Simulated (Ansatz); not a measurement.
Starting cell, Re (hcp, Mg type):

```yaml
crystal:
  lattice:
    - [2.77511, 0.00000, 0.00000]
    - [-1.38756, 2.40332, 0.00000]
    - [0.00000, 0.00000, 4.48300]
  atoms:
    - { symbol: Re, position: [0.33333, 0.66667, 0.75000] }
    - { symbol: Re, position: [0.66667, 0.33333, 0.25000] }
```

In this cell atom 2 (Re, nearest neighbour Re at 2.755 Å; its periodic images, 2.8 Å or more away, move with it) is moved by s along Cartesian x, unit vector (1.000, 0.000, 0.000); all other atoms and the cell stay fixed.

Calculation: PBE (plane waves to 420 eV, PAW, scalar-relativistic; Ansatz, a program for electronic structure). k mesh 15×15×9 (Γ-centred), Fermi-Dirac smearing 0.05 eV. Energies are smeared free energies. With partly filled bands, energies and forces of such displacements shift with the k mesh and the smearing. Re is run without spin polarisation. Re was relaxed with its symmetry unable to fall. Spin-orbit coupling is left out, though Re is heavy. The zero of ΔE is the undisplaced structure. The last digit holds for this mesh only.

```
s (Å)   ΔE (meV/cell)
------  -------------
-0.550          572.2
-0.440          387.5
-0.330          229.3
-0.220       withheld
-0.110           28.5
0.000             0.0
0.110            28.5
0.220        withheld
0.330           229.3
0.440           387.5
0.550           572.2
```

Task: Fit an even polynomial form (powers 2, 4, 6) to the given rows and predict ΔE at s = 0.220.

Result: Least squares on the 9 given rows: ΔE = (2281)·s² + (-1737)·s⁴ + (1489)·s⁶, in meV/cell with s in Å; root-mean-square residual 0.59 meV/cell. At 0.220 the fit gives 106.5 meV/cell; the calculation gives 107.7 meV/cell, so the interpolation is off by -1.2 (-1.1 %). The quadratic term alone would give 110.4 meV/cell.

(A displaced cell: forces are minus the slopes of the energy, force constants its curvatures, and phonons follow from these.)
